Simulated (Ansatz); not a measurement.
Given:

SiMo3:
```xyz
8
Lattice="4.8830 0.0000 0.0000 0.0000 4.8830 0.0000 0.0000 0.0000 4.8830" Properties=species:S:1:pos:R:3 pbc="T T T"
Si     2.4415     2.4415     2.4415
Si     0.0000     0.0000     0.0000
Mo     0.0000     2.4415     1.2208
Mo     0.0000     2.4415     3.6623
Mo     1.2208     0.0000     2.4415
Mo     3.6623     0.0000     2.4415
Mo     2.4415     1.2208     0.0000
Mo     2.4415     3.6623     0.0000
```

This is the r²SCAN-relaxed structure.

**Question.** All from the program Ansatz at the r²SCAN level (PAW), unless another level is named. Estimate the electronic character.

**Answer.** metallic (no gap).

**Question.** And the formation energy from the elements (no fitted shifts)?

**Answer.** -0.33 eV/atom.

**Question.** Predict the density of states at the Fermi level.

**Answer.** 0.41 states/eV per atom (mean over ±0.08 eV).

Space group Pm-3n (A15 (Cr3Si type)). Symmetry was held in the r²SCAN relaxation. The run is not spin-polarised. The references are the lowest solids computed at this level, not always the standard phases. Scalar-relativistic: spin–orbit coupling is off unless named, which matters more the heavier the elements.

Potentials: the later of the program's two PAW sets.
